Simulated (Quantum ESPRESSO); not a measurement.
## Zn4SSe2O (input and log of a self-consistent run)

Simulated, not a measurement. The program is pw.x of Quantum ESPRESSO 7.5 (plane-wave density functional theory). The cell is made up: 8 atoms on a zincblende/diamond lattice, with randomly drawn elements, strain and displacements, not relaxed. PseudoDojo standard norm-conserving files (v0.5 for PBE, v0.4.1 for LDA and PBEsol) set the functional; there is no spin polarisation, spin-orbit coupling or dispersion term, and the masses in the input are unused placeholders.

Input:

```
&control calculation='scf', pseudo_dir='./dojo.nc.sr.pbe.v0_5.standard.upf', outdir='./o', disk_io='medium', tprnfor=.true., tstress=.true. /
&system ibrav=0, nat=8, ntyp=4, nbnd=68, ecutwfc=85.99341389, nosym=.true., tot_charge=0,
 occupations='smearing', smearing='fd', degauss=0.0018374661
/
&electrons conv_thr=7.350e-09, electron_maxstep=60, /
ATOMIC_SPECIES
O 1.0 O.upf
S 1.0 S.upf
Se 1.0 Se.upf
Zn 1.0 Zn.upf
CELL_PARAMETERS angstrom
5.7097 0.0 0.0
0.0 5.7097 0.0
0.0 0.0 5.7097
ATOMIC_POSITIONS angstrom
Zn 0.0037 0.0491 0.0355
Zn -0.0332 2.8147 2.8006
Zn 2.8446 0.1311 2.8027
Zn 2.826 2.8851 0.004
S 1.4443 1.4604 1.4791
Se 1.4897 4.3144 4.2818
O 4.3451 1.4372 4.3105
Se 4.2705 4.291 1.3999
K_POINTS automatic
4 4 4 1 1 1
```

The log is shortened where brackets say so; the opening notice, blank lines, dates and the lines on written files are dropped, and the path of the files is cut. It prints rydbergs, bohrs and kilobars, and counts compression as positive stress.

```
     Program PWSCF v.7.5
     Parallel version (MPI & OpenMP), running on       1 processor cores
     Number of MPI processes:                 1
     Threads/MPI process:                     1
     [start-up lines left out]
     bravais-lattice index     =            0
     lattice parameter (alat)  =      10.7898  a.u.
     unit-cell volume          =    1256.1354 (a.u.)^3
     number of atoms/cell      =            8
     number of atomic types    =            4
     number of electrons       =       124.00
     number of Kohn-Sham states=           68
     kinetic-energy cutoff     =      85.9934  Ry
     charge density cutoff     =     343.9737  Ry
     scf convergence threshold =      7.3E-09
     mixing beta               =       0.7000
     number of iterations used =            8  plain     mixing
     Exchange-correlation= PBE
                           (   1   4   3   4   0   0   0)
     [axes and pseudopotential details left out]
   Cartesian axes
     site n.     atom                  positions (alat units)
         1        Zn     tau(   1) = (   0.0006480   0.0085994   0.0062175  )
         2        Zn     tau(   2) = (  -0.0058147   0.4929681   0.4904986  )
         3        Zn     tau(   3) = (   0.4982048   0.0229609   0.4908664  )
         4        Zn     tau(   4) = (   0.4949472   0.5052980   0.0007006  )
         5        S      tau(   5) = (   0.2529555   0.2557753   0.2590504  )
         6        Se     tau(   6) = (   0.2609069   0.7556264   0.7499168  )
         7        O      tau(   7) = (   0.7610032   0.2517120   0.7549433  )
         8        Se     tau(   8) = (   0.7479377   0.7515281   0.2451793  )
     number of k points=    32  Fermi-Dirac smearing, width (Ry)=  0.0018
                       cart. coord. in units 2pi/alat
        k(    1) = (   0.1250000   0.1250000   0.1250000), wk =   0.0625000
        k(    2) = (   0.1250000   0.1250000   0.3750000), wk =   0.0625000
     [further k points left out]
     Dense  grid:   135403 G-vectors     FFT dimensions: (  64,  64,  64)
     Estimated max dynamical RAM per process >     217.27 MB
     Initial potential from superposition of free atoms
     starting charge     123.9993, renormalised to     124.0000
     Starting wfcs are   66 randomized atomic wfcs +    2 random wfcs
     total cpu time spent up to now is       23.8 secs
     per-process dynamical memory:   107.1 Mb
     Self-consistent Calculation
     iteration #  1     ecut=    85.99 Ry     beta= 0.70
     Davidson diagonalization with overlap
     ethr =  1.00E-02,  avg # of iterations =  4.6
     Threshold (ethr) on eigenvalues was too large:
     Diagonalizing with lowered threshold
     Davidson diagonalization with overlap
     ethr =  9.53E-04,  avg # of iterations =  1.0
     total cpu time spent up to now is      153.2 secs
     total energy              =   -2211.92918479 Ry
     estimated scf accuracy    <       1.16583913 Ry
     iteration #  2     ecut=    85.99 Ry     beta= 0.70
     Davidson diagonalization with overlap
     ethr =  9.40E-04,  avg # of iterations =  7.3
     total cpu time spent up to now is      241.5 secs
     total energy              =   -2210.98983396 Ry
     estimated scf accuracy    <      10.42622063 Ry
     iteration #  3     ecut=    85.99 Ry     beta= 0.70
     Davidson diagonalization with overlap
     ethr =  9.40E-04,  avg # of iterations =  5.8
     total cpu time spent up to now is      319.2 secs
     total energy              =   -2212.54571634 Ry
     estimated scf accuracy    <       0.39077946 Ry
     iteration #  4     ecut=    85.99 Ry     beta= 0.70
     Davidson diagonalization with overlap
     ethr =  3.15E-04,  avg # of iterations =  2.0
     total cpu time spent up to now is      393.8 secs
     total energy              =   -2212.56171280 Ry
     estimated scf accuracy    <       0.07435416 Ry
     iteration #  5     ecut=    85.99 Ry     beta= 0.70
     Davidson diagonalization with overlap
     ethr =  6.00E-05,  avg # of iterations =  2.0
     total cpu time spent up to now is      464.3 secs
     total energy              =   -2212.56122615 Ry
     estimated scf accuracy    <       0.01365420 Ry
     iteration #  6     ecut=    85.99 Ry     beta= 0.70
     Davidson diagonalization with overlap
     ethr =  1.10E-05,  avg # of iterations =  7.2
     total cpu time spent up to now is      542.0 secs
     total energy              =   -2212.56367355 Ry
     estimated scf accuracy    <       0.00121811 Ry
     iteration #  7     ecut=    85.99 Ry     beta= 0.70
     Davidson diagonalization with overlap
     ethr =  9.82E-07,  avg # of iterations =  2.2
     total cpu time spent up to now is      631.8 secs
     total energy              =   -2212.56384652 Ry
     estimated scf accuracy    <       0.00012392 Ry
     iteration #  8     ecut=    85.99 Ry     beta= 0.70
     Davidson diagonalization with overlap
     ethr =  9.99E-08,  avg # of iterations =  2.0
     total cpu time spent up to now is      698.2 secs
     total energy              =   -2212.56386044 Ry
     estimated scf accuracy    <       0.00000443 Ry
     iteration #  9     ecut=    85.99 Ry     beta= 0.70
     Davidson diagonalization with overlap
     ethr =  3.57E-09,  avg # of iterations =  4.0
     total cpu time spent up to now is      805.3 secs
     total energy              =   -2212.56386157 Ry
     estimated scf accuracy    <       0.00000046 Ry
     iteration # 10     ecut=    85.99 Ry     beta= 0.70
     Davidson diagonalization with overlap
     ethr =  3.73E-10,  avg # of iterations =  2.3
     total cpu time spent up to now is      879.2 secs
     total energy              =   -2212.56386167 Ry
     estimated scf accuracy    <       0.00000006 Ry
     iteration # 11     ecut=    85.99 Ry     beta= 0.70
     Davidson diagonalization with overlap
     ethr =  4.99E-11,  avg # of iterations =  2.0
     total cpu time spent up to now is      942.5 secs
     End of self-consistent calculation
     [lines on levels left out]
!    total energy              =   -2212.56386168 Ry
     estimated scf accuracy    <          5.0E-09 Ry
     smearing contrib. (-TS)   =      -0.00000000 Ry
     internal energy E=F+TS    =   -2212.56386168 Ry
     The total energy is F=E-TS. E is the sum of the following terms:
     one-electron contribution =   -1788.26157117 Ry
     hartree contribution      =     908.43516067 Ry
     xc contribution           =    -290.80238820 Ry
     ewald contribution        =   -1041.93506297 Ry
     convergence has been achieved in  11 iterations
     Forces acting on atoms (cartesian axes, Ry/au):
     atom    1 type  4   force =    -0.01473503    0.03065903   -0.03182932
     atom    2 type  4   force =    -0.01369300   -0.02409603    0.03949896
     atom    3 type  4   force =     0.02759626    0.01352071    0.03291161
     atom    4 type  4   force =     0.02099890   -0.03614473   -0.01740041
     atom    5 type  2   force =    -0.00494790    0.00354113   -0.01640336
     atom    6 type  3   force =    -0.01748273    0.00420590   -0.00991260
     atom    7 type  1   force =    -0.00034230    0.00152564   -0.00689817
     atom    8 type  3   force =     0.00260581    0.00678835    0.01003328
     Total force =     0.097506     Total SCF correction =     0.000191
     Computing stress (Cartesian axis) and pressure
          total   stress  (Ry/bohr**3)                   (kbar)     P=      -67.66
  -0.00045250  -0.00001485   0.00001341          -66.56       -2.18        1.97
  -0.00001485  -0.00046051   0.00000137           -2.18      -67.74        0.20
   0.00001341   0.00000137  -0.00046691            1.97        0.20      -68.68
     init_run     :     21.73s CPU     23.69s WALL (       1 calls)
     electrons    :    871.59s CPU    918.69s WALL (       1 calls)
     forces       :      7.32s CPU      7.53s WALL (       1 calls)
     stress       :     36.36s CPU     37.77s WALL (       1 calls)
     [timing details left out]
     PWSCF        :  15m37.44s CPU  16m29.76s WALL
     JOB DONE.
```

In other units: free energy -30103.465 eV for the cell, pressure -6.77 GPa, largest force component 1.016 eV/Å. A rerun of this cell at 1467 eV and a 6 x 6 x 6 mesh moved values by no more than 0.003 eV in energy, 0.02 GPa in stress and 0.002 eV/Å in force.